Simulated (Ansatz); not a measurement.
## Data sheet: BeMo₂ (DFT)

BeMo2:
```xyz
6
Lattice="0.0000 3.6058 3.6058 3.6058 0.0000 3.6058 3.6058 3.6058 0.0000" Properties=species:S:1:pos:R:3 pbc="T T T"
Mo     4.5073     4.5073     4.5073
Mo     4.5073     2.7044     2.7044
Mo     2.7044     4.5073     2.7044
Mo     2.7044     2.7044     4.5073
Be     1.8029     1.8029     1.8029
Be     0.0000     0.0000     0.0000
```

Space group Fd-3m (No. 227), cubic Laves (MgCu2 type); conventional cell a = 7.2116 Å, b = 7.2116 Å, c = 7.2116 Å, α = 90.00°, β = 90.00°, γ = 90.00°.

Method: r²SCAN (plane waves, PAW; program Ansatz). The cell and atoms are relaxed at this level. Other levels are named where they apply.

Cell and energy:

| Item | Value |
|---|---|
| Volume per atom | 15.63 Å³ |
| Density | 7.12 g/cm³ |
| Formation energy from the elements (no fitted shifts) | 0.86 eV/atom |

Electronic structure:

| Quantity | Result |
|---|---|
| Electronic character | metallic (no gap) |
| Density of states at the Fermi level | 0.86 states/eV per atom (mean over ±0.08 eV) |
| Gap with spin–orbit coupling | none (metallic) |

Mechanics:

| Quantity | Value |
|---|---|
| Bulk modulus (Birch–Murnaghan fit) | 170 GPa |
| Pressure derivative B′ | 3.8 |
| Elastic constants (relaxed ions, GPa) | C11 = 197, C12 = 157, C44 = 32.6 |
| Mechanical stability | stable (all eigenvalues of C positive) |
| Hill bulk and shear moduli | 171 and 26.7 GPa |
| Young's modulus | 76.1 GPa |
| Poisson's ratio | 0.43 |
| Debye temperature from the elastic constants | 262 K |

Charges:

| Quantity | Result |
|---|---|
| Bader charges | Mo -0.42, Be +0.84 e |

The cell is a constructed one: a structure type filled with these elements; neither database checked (COD, Materials Project) lists it. Its standing as an ambient phase is unchecked. Symmetry was held in the r²SCAN relaxation; whether a distortion lowers the energy is not shown. The run is not spin-polarised. As this level gives no gap, shear constants depend on the k-mesh and smearing (Fermi–Dirac, 0.1 eV here). The references are the lowest solids computed at this level, not always the standard phases. Spin–orbit coupling is left out wherever it is not named.

Potentials: the earlier of the program's two PAW sets.
